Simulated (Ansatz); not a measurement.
## Relaxing selenium (omega (AlB2-type))

The calculation used DFT, PBEsol, plane waves (420 eV) with PAW, scalar-relativistic (Ansatz). The PAW files were generated under PBE, with cores re-solved for the functional.

k-point mesh 7×7×10, Fermi-Dirac smearing 0.1 eV, no spin polarisation. Cell and atoms relax.

Starting structure:

```yaml
crystal:
  lattice:
    - [4.9764452362, 0.0, 0.0]
    - [-2.4882226181, 4.3097279951, 0.0]
    - [0.0, 0.0, 3.0505609298]
  atoms:
    - { symbol: Se, position: [0.0, 0.0, 0.0] }
    - { symbol: Se, position: [0.3333333333, 0.6666666667, 0.5] }
    - { symbol: Se, position: [0.6666666667, 0.3333333333, 0.5] }
hamiltonian:
  xc: pbesol
  pseudopotentials:
    kind: paw
    azcp:
      Se: "pseudopotentials/Se.paw.azcp"
basis:
  ecutwfc: 420
  fft_grid_basis: typed
kpoints:
  mp_grid: { grid: [7, 7, 10], shift: [0, 0, 0] }
magnetization:
  spin_polarized: false
scf:
  occupations: { method: fermi_dirac, width: 0.1 }
relax:
  max_steps: 60
  f_tol: 0.01
  cell: {}
```

Problem. The pressure at the start is -7.0 GPa. By how much does the volume change?

Solution. From 21.81 to 19.78 Å³ per atom, -9.3 %. The final cell has a = 4.676 Å, c = 3.133 Å (c/a = 0.670).

Problem. How much energy does the relaxation gain?

Solution. 61.8 meV per atom.
